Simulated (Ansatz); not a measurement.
The start is a generated cell, Si2Mo placed in the AFLOW prototype A2B_oC12_36_2a_a (C24, as in HgBr2). Cell shape, volume and atoms are optimised at zero target pressure with r2SCAN (plane waves to 500 eV, PAW, scalar-relativistic; Ansatz, a program for electronic structure). First-step values are on the input's coarse k-mesh.

Ansatz input (later rounds restart from its end on a renewed k-mesh):
Ansatz 0.2 input:
```yaml
crystal:
  lattice:
    - [1.7442259, -2.5608888, 0]
    - [1.7442259, 2.5608888, 0]
    - [0, 0, 9.388794]
  atoms:
    - { symbol: Si, position: [0.667, 0.333, 0.5] }
    - { symbol: Si, position: [0.333, 0.667, 0] }
    - { symbol: Si, position: [0.939, 0.061, 0.634] }
    - { symbol: Si, position: [0.061, 0.939, 0.134] }
    - { symbol: Mo, position: [0.605, 0.395, 0.866] }
    - { symbol: Mo, position: [0.395, 0.605, 0.366] }
basis: { ecutwfc: 500, ecutrho_ratio: 4, xc_grid: 4, fft_grid_basis: typed }
kpoints: { mp_grid: { grid: [8, 8, 3] } }
hamiltonian:
  xc: r2scan
  dispersion: none
  pseudopotentials: { azcp: { folder: ./paw }, kind: paw }
scf: { occupations: { method: fermi_dirac, width: 0.05 } }
relax: { f_tol: 0.01, max_steps: 100, cell: { stress_tol: 0.02 } }
output: { forces: true, stress: true }
```

Problem. What symmetry does the relaxed structure have?

Solution. The space group goes from Cmc2₁ (No. 36) to P6₃mc (No. 186), with 6 atoms in the primitive cell.

Problem. How much energy is released per atom?

Solution. About 2.0 eV/atom.

Problem. How do the shortest distances between atoms change?

Solution. The closest pairs of elements (up to four, under 3.6 Å), start → end: Mo–Si 1.88 → 2.46 Å; Si–Si 1.88 → 2.41 Å; Mo–Mo 3.10 → 3.42 Å.

Problem. Write out the relaxed structure.

Solution. 
```cif
data_Mo2Si4
_chemical_formula_sum 'Si4 Mo2'
_space_group_name_H-M_alt 'P63mc'
_space_group_IT_number 186
_space_group_name_Hall 'P 6c -2c'
_cell_length_a 3.41521
_cell_length_b 3.41521
_cell_length_c 9.07809
_cell_angle_alpha 90.000
_cell_angle_beta 90.000
_cell_angle_gamma 120.000
loop_
_atom_site_label
_atom_site_type_symbol
_atom_site_symmetry_multiplicity
_atom_site_Wyckoff_symbol
_atom_site_fract_x
_atom_site_fract_y
_atom_site_fract_z
_atom_site_occupancy
Si1 Si 2 b 0.33333 0.66667 0.01119 1
Si2 Si 2 a 0.00000 0.00000 0.16334 1
Mo1 Mo 2 b 0.33333 0.66667 0.32547 1
```

Final values are on a 16×16×5 k-mesh of the relaxed cell. The start holds a very short contact (Si–Mo 1.88 Å). No spin polarisation in the result.

The run could not lose the symmetry of its start: the end is stationary, and may be a saddle point rather than a minimum.

The relaxed structure here is a generated cell of Si2Mo: the first start was made by placing the elements on the sites of a structure type, and the end was not matched to a known phase here, so it may be hypothetical. Known forms of Si2Mo include space group No. 139.
